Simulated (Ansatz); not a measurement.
Starting structure of a cell relaxation (symmetry kept):

```xyz
4
Lattice="3.5710 0.0000 0.0000 0.0000 3.5710 0.0000 0.0000 0.0000 3.5710" Properties=species:S:1:pos:R:3 pbc="T T T"
Ti    0.0000    0.0000    0.0000
Co    0.0000    1.7855    1.7855
Co    1.7855    0.0000    1.7855
Co    1.7855    1.7855    0.0000
```

Method: DFT PBEsol, scalar-relativistic, plane waves, PAW (Ansatz 0.2.0).

Plane waves to 420 eV, a k mesh through Γ of 12×12×12 on the computed 4-atom cell and Gaussian smearing (0.10 eV); collinear spin from starting moments -0.36 1.15 1.15 1.15 μB.

What does it relax to?

The volume decreases by 0.40 Å³/atom to 10.98 Å³/atom, and the energy falls by 7.5 meV/atom. The cell ends with a moment of 0.70 μB (only this magnetic start was tried). Final structure:
```
CELL_PARAMETERS angstrom
3.52839 0.00000 0.00000
0.00000 3.52839 0.00000
0.00000 0.00000 3.52839
ATOMIC_POSITIONS crystal
Ti 0.00000 0.00000 0.00000
Co 0.00000 0.50000 0.50000
Co 0.50000 0.00000 0.50000
Co 0.50000 0.50000 0.00000
```

Course of the relaxation (steps run on the plane waves of an earlier cell, and the basis is chosen afresh near the end, so energy and pressure can step there; trial steps that raised the energy were taken back; energies are free energies):

```csv
step,E − E_final (meV/atom),P (GPa),V (Å³/atom)
1,7.5,-3.73,11.38
2,5.2,-1.68,11.26
3,1.7,-3.48,11.15
4,-0.2,0.87,10.94
5,-0.3,0.04,10.98
6,0.0,-0.02,10.98
```

Cost: 1 run of about 7.2 core-minutes, on Arm Neoverse V1 (shared hosts).